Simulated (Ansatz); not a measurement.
Cs$_{2}$KInF$_{6}$:
```
Cs2KInF6
1.0
    0.00000     4.67298     4.67298
    4.67298     0.00000     4.67298
    4.67298     4.67298     0.00000
K Cs In F
1 2 1 6
Direct
  0.50000   0.50000   0.50000
  0.25000   0.25000   0.25000
  0.75000   0.75000   0.75000
  0.00000   0.00000   0.00000
  0.22291   0.77709   0.77709
  0.77709   0.22291   0.22291
  0.77709   0.22291   0.77709
  0.22291   0.77709   0.22291
  0.77709   0.77709   0.22291
  0.22291   0.22291   0.77709
```

Relaxed with HSE06.

Question: Give the Bader charges and basin volumes of the independent atoms, HSE06 (plane waves, PAW; program Ansatz).

Answer: 

```
atom  Bader charge (e)  Bader volume (Å³)
----  ----------------  -----------------
K1               +0.90               18.6
Cs2              +0.93               36.3
In4              +2.18               10.9
F5               -0.82               17.0
```

Space group Fm-3m. The workflow started from a Materials Project entry (that database holds measured and hypothetical structures alike); the Crystallography Open Database copy checked does not list it. Whether it is the stable phase at ambient conditions was not checked. Symmetry was held in the HSE06 relaxation; whether a distortion lowers the energy is not shown. Scalar-relativistic: spin–orbit coupling is off unless named, which matters more the heavier the elements.

Potentials: the later of the program's two PAW sets.
